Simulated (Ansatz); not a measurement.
## MgScVS₄, one structure, two calculations

Cell: a Materials Project structure (computed, not necessarily an observed phase), taken as it stands.

Space group Imma (No. 74); a = 7.3736, b = 7.4404, c = 10.4529 Å.

```
site  Wyckoff  site symmetry       x       y       z
  Mg       4e            mm2  0.5000  0.2500  0.1257
  Sc       4a          2/m..  0.0000  0.5000  0.0000
   V       4d          .2/m.  0.2500  0.2500  0.7500
  S7       8h            m..  0.0000  0.0280  0.7532
  S8       8i            .m.  0.2388  0.7500  0.0148
```

One atom of each set is listed; the run and its k-mesh use a cell of 14 atoms with edges of 7.40, 7.40, 7.40 Å.

First run. Computed with Ansatz: DFT, PBE, plane waves and PAW, scalar-relativistic, collinear spin, 420 eV cutoff, Γ-centred 5×5×5 k-points, Fermi–Dirac smearing 0.02 eV. Start moments as typed (μB): 2 on each V, none on the rest.

```csv
site,V_zz (10²¹ V/m²),η,m (μB)
Mg,-0.19,0.90,0.01
Sc,0.80,0.44,0.03
V,-1.90,0.36,1.70
S7,-2.16,0.22,-0.04
S8,3.06,0.39,-0.01
```

Second run. The same atoms and settings, except that the mesh is 6×6×6 and the Fermi–Dirac smearing is 0.05 eV.

(1) Given the first result, estimate the second.

Answers

(1) 

```json
{"site": "Mg", "V_zz": "-0.19", "η": "0.86", "change of V_zz": "0.00", "m (μB)": "0.01"}
{"site": "Sc", "V_zz": "0.79", "η": "0.40", "change of V_zz": "-0.01", "m (μB)": "0.03"}
{"site": "V", "V_zz": "-1.84", "η": "0.20", "change of V_zz": "+0.06", "m (μB)": "1.70"}
{"site": "S7", "V_zz": "-2.24", "η": "0.20", "change of V_zz": "-0.08", "m (μB)": "-0.03"}
{"site": "S8", "V_zz": "3.05", "η": "0.38", "change of V_zz": "-0.01", "m (μB)": "-0.01"}
```

The largest change of V_zz is on S7, from -2.16 to -2.24. The whole tensor moves most on V, by 0.22 along its most changed direction. In per cent, |V_zz| changes by 0 to +4 on S (all sites that start above 2). Where |V_zz| stays above 0.1, η moves most on V, from 0.36 to 0.20.

Semilocal functionals can leave a metal where correlation in the d or f shell opens a gap in the real compound, and that would change the values at and beside V. All moments are parallel here, as the start or the cell imposes; many such compounds order antiparallel, where fields and spin densities carried over to other atoms largely cancel. The magnetic order is the one that the run reached from its start moments, not necessarily the measured one.
